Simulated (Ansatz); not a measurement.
# MgSe: from a starting cell to a relaxed one

The start is a relaxed MgSe cell, doubled along one cell vector, shaken by Gaussian noise of σ = 0.08 Å a coordinate. The cell and all atomic positions are relaxed at zero pressure with r2SCAN (plane waves to 500 eV, PAW, scalar-relativistic; Ansatz, an electronic-structure program). The first steps use a coarse 7×7×4 k-mesh.

The start:
```
CELL_PARAMETERS angstrom
      0.00000     2.97346     2.97346
      2.97346     0.00000     2.97346
      5.94691     5.94691     0.00000
ATOMIC_POSITIONS crystal
  Se 0.77169 0.77332 0.35026
  Se 0.76118 0.72789 0.90255
  Mg 0.94907 0.03917 0.01377
  Mg 0.02247 0.98391 0.50140
```

Q: Which atoms feel the largest initial force, and how large is it?

A: 2.63 eV/Å, on Se1 (atoms numbered as listed).

Q: How much energy is released per atom?

A: 0.14 eV/atom.

Q: Is the parent structure recovered?

A: It returns to the parent structure, F-43m (No. 216).

Final structure:

```cif
data_Mg4Se4
_chemical_formula_sum 'Se4 Mg4'
_space_group_name_H-M_alt 'F-43m'
_space_group_IT_number 216
_space_group_name_Hall 'F -4 2 3'
_cell_length_a 5.94697
_cell_length_b 5.94697
_cell_length_c 5.94697
_cell_angle_alpha 90.000
_cell_angle_beta 90.000
_cell_angle_gamma 90.000
loop_
_atom_site_label
_atom_site_type_symbol
_atom_site_symmetry_multiplicity
_atom_site_Wyckoff_symbol
_atom_site_fract_x
_atom_site_fract_y
_atom_site_fract_z
_atom_site_occupancy
Se1 Se 4 d 0.75000 0.75000 0.75000 1
Mg1 Mg 4 a 0.00000 0.00000 0.00000 1
```
(The calculation used a cell of 2 atoms; values per cell refer to that cell.)

Final values are on a 10×10×10 k-mesh of the relaxed cell. No spin polarisation in the result.

The first start was generated by placing the elements on the sites of a structure type. Materials Project lists a structure of MgSe in the same space group, F-43m (No. 216); the sites were not compared with it, nor with measured phases. Known forms of MgSe include space group No. 225.
